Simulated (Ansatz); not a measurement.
In₂GaAs₃ in space group I-4m2 (No. 119; In on 4e, Ga on 2a, As on 2d, As on 4f), plane-wave PAW r²SCAN (Ansatz code). The conduction-band minimum lies at Γ, with 1 equivalent valley. Second derivatives d²E/dk² of the lowest band at one valley (eV·Å²), along Cartesian directions:

| direction | d²E/dk² |
|---|---|
| [100] | 566.0 |
| [010] | 566.0 |
| [001] | 355.9 |
| [110] | 566.2 |
| [101] | 461.3 |
| [011] | 461.3 |

Task: Find the principal effective masses, the density-of-states mass and the conductivity mass.

Result: Off-diagonal terms follow from H_xy = H[110] − (H_xx + H_yy)/2, and m*/mₑ = 7.620 eV·Å² over each eigenvalue: 0.013, 0.013, 0.021. One valley's DOS mass (m₁m₂m₃)^(1/3) = 0.016, conductivity mass 3/(Σ 1/mᵢ) = 0.015 mₑ.

Task: What effective density of states Nc follows at 300 K for parabolic valleys?

Result: Nc = 2.509e19 × 1 × (0.016)^(3/2) ≈ 5.1e16 cm⁻³.

The workflow started from a Materials Project entry (that database holds measured and hypothetical structures alike); the Crystallography Open Database copy checked does not list it. With In and Ga taken as one species the cell has the higher symmetry F-43m, so it may be an ordered model of a mixed-site phase. Its standing as an ambient phase is unchecked. The r²SCAN relaxation kept the symmetry of its start; its stability against distortions is not shown here. Scalar-relativistic: spin–orbit coupling is off unless named, which matters more the heavier the elements.

Potentials: the later of the program's two PAW sets.

Edges and masses are those of Kohn–Sham bands, whose gap is no quasiparticle gap.
